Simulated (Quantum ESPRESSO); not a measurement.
# Strain and stress in Zn2AlSe3F

These are calculations, not measurements. They come from pw.x of Quantum ESPRESSO 7.5, a plane-wave density functional program, with PseudoDojo standard norm-conserving files (v0.5 for PBE, v0.4.1 for LDA and PBEsol). The cells are made up: elements, strain and atom displacements were drawn at random, and nothing was relaxed. There is no spin polarisation, spin-orbit coupling or dispersion term.

The cell has 8 sites of a zincblende or diamond lattice. Sites 1 to 4 hold Zn Al Zn empty; sites 5 to 8 hold Se Se Se F. Cell vectors in Å: (5.298, -0.062, 0.075); (-0.062, 5.330, 0.024); (0.075, 0.024, 5.354). Settings: PBE, cutoff 1170 eV, 4 x 4 x 4 k mesh shifted by half a step, Fermi-Dirac smearing of 0.025 eV.

Each run adds the same strain along x and y to one cell, with the atoms carried along; the vectors above are those of run 3. Stress is positive in tension and P is minus a third of its trace. E is the free energy for each atom above the lowest run shown. The last column is band 50 less band 49 at Gamma, from a band step after each run.

| run | strain (%) | s_xx (GPa) | s_yy (GPa) | s_zz (GPa) | s_xy (GPa) | P (GPa) | E (meV/atom) | level step at Gamma (eV) |
| --- | --- | --- | --- | --- | --- | --- | --- | --- |
| 1 | -2.09 | -13.80 | -14.73 | -16.41 | -9.97 | 14.98 | 121.11 | 1.378 |
| 3 | 0.01 | -9.76 | -10.55 | -12.26 | -8.54 | 10.86 | 53.10 | 1.313 |
| 4 | 0.27 | -9.31 | -10.08 | -11.80 | -8.38 | 10.40 | 46.14 | 1.304 |
| 5 | 1.11 | -7.89 | -8.61 | -10.39 | -7.86 | 8.96 | 25.63 | 1.273 |
| 6 | 1.48 | -7.30 | -7.99 | -9.80 | -7.64 | 8.37 | 17.63 | 1.259 |
| 7 | 2.41 | -5.87 | -6.51 | -8.41 | -7.11 | 6.93 | 0.00 | 1.220 |
| 2 | -0.24 | ? | ? | ? | ? | ? | ? | ? |

A rerun of one of these cells at 1467 eV and k mesh 6 x 6 x 6 moved values by no more than 0.003 eV in the cell's energy, 0.02 GPa in stress and 0.002 eV/Å in force.

## Worked fit

A parabola through the six runs shown gives s_xx = -9.79 + 1.78 e - 0.066 e² GPa, with e in per cent and a scatter of 0.01 GPa. The slope is a stiffness of 178 ± 1 GPa for each unit of this strain at e = 0, the sum of the responses of s_xx to strain along x and along y. The atoms are clamped, and relaxing them would in general lower it. The error is the larger of the fit's own and the change that a cubic makes, rounded up.

## Withheld run

Question: what s_xx should run 2 give?

The fit gives -10.22 GPa. The calculation gave -10.21 GPa.

| run | strain (%) | s_xx (GPa) | s_yy (GPa) | s_zz (GPa) | s_xy (GPa) | P (GPa) | E (meV/atom) | level step at Gamma (eV) |
| --- | --- | --- | --- | --- | --- | --- | --- | --- |
| 2 | -0.24 | -10.21 | -11.02 | -12.72 | -8.70 | 11.31 | 60.20 | 1.322 |